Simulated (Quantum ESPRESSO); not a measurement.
Band energies of NaBaIrH6

```
NaBaIrH6
1.0
    0.00000     3.92255     3.92255
    3.92255     0.00000     3.92255
    3.92255     3.92255     0.00000
H Na Ba Ir
6 1 1 1
Cartesian
  1.68693   3.92255   3.92255
  3.92255   3.92255   6.15817
  6.15817   3.92255   3.92255
  3.92255   3.92255   1.68693
  3.92255   1.68693   3.92255
  3.92255   6.15817   3.92255
  5.88382   5.88382   5.88382
  1.96128   1.96128   1.96128
  0.00000   0.00000   0.00000
```

LDA (Quantum ESPRESSO, PseudoDojo norm-conserving, 88 Ry, no spin-orbit coupling); path ΓXWKΓLUWLK,UX; energies in eV from the valence-band maximum.

```
k (1/Å)  point  band 17  band 18  band 19  band 20  band 21  band 22  band 23  band 24
-------  -----  -------  -------  -------  -------  -------  -------  -------  -------
0.00         Γ    -1.11    -1.11     0.00     0.00     0.00     4.29     5.17     5.17
0.20              -1.04    -1.04    -0.06    -0.01    -0.01     4.59     4.79     5.19
0.40              -0.87    -0.87    -0.18    -0.03    -0.03     3.89     5.27     5.55
0.60              -0.69    -0.69    -0.29    -0.03    -0.03     3.25     5.38     5.46
0.80         X    -0.61    -0.61    -0.33    -0.03    -0.03     3.00     5.23     5.45
0.80         W    -1.33    -0.67    -0.11    -0.03    -0.02     3.48     5.13     5.44
1.08         K    -1.14    -0.58    -0.14    -0.04    -0.03     3.39     5.23     5.39
1.25              -1.25    -0.59    -0.10    -0.06    -0.05     3.85     4.75     5.52
1.42              -1.00    -0.68    -0.15    -0.06    -0.03     4.39     4.53     5.70
1.59              -0.97    -0.85    -0.12    -0.04    -0.02     4.62     4.81     5.21
1.76              -1.06    -1.04    -0.04    -0.01    -0.01     4.56     4.93     5.07
1.93         Γ    -1.11    -1.11     0.00     0.00     0.00     4.29     5.17     5.17
2.11              -1.04    -1.04    -0.04    -0.01    -0.01     4.57     5.00     5.00
2.28              -0.87    -0.87    -0.12    -0.04    -0.04     4.78     4.78     5.14
2.45              -0.70    -0.70    -0.20    -0.06    -0.06     4.72     4.72     5.25
2.63         L    -0.63    -0.63    -0.23    -0.06    -0.06     4.76     4.76     5.13
2.79              -0.80    -0.62    -0.17    -0.06    -0.06     4.26     4.81     5.56
3.12         U    -1.14    -0.58    -0.14    -0.04    -0.03     3.39     5.23     5.39
3.12         W    -1.33    -0.67    -0.11    -0.03    -0.02     3.48     5.13     5.44
3.26              -1.25    -0.64    -0.11    -0.04    -0.03     3.58     5.01     5.47
3.40              -1.03    -0.62    -0.12    -0.06    -0.05     3.88     4.88     5.55
3.54              -0.76    -0.62    -0.18    -0.06    -0.06     4.34     4.80     5.53
3.68         L    -0.63    -0.63    -0.23    -0.06    -0.06     4.76     4.76     5.13
3.81              -0.73    -0.62    -0.19    -0.06    -0.06     4.41     4.79     5.47
3.93              -0.96    -0.60    -0.13    -0.06    -0.05     3.98     4.88     5.56
4.05              -1.17    -0.59    -0.12    -0.05    -0.04     3.62     5.02     5.47
4.17         K    -1.14    -0.58    -0.14    -0.04    -0.03     3.39     5.23     5.39
4.17         U    -1.14    -0.58    -0.14    -0.04    -0.03     3.39     5.23     5.39
4.46         X    -0.61    -0.61    -0.33    -0.03    -0.03     3.00     5.23     5.45
```

The LDA gap is indirect, 3.00 eV, from Γ to X; the smallest direct gap is 3.03 eV.

Without spin-orbit coupling, band edges of such heavy elements can be off by tenths of an eV.

Geometry of the Materials Project entry, not relaxed at this level.

The structure is a Materials Project entry; no match was found in the copy of COD used, and its stability was not checked.
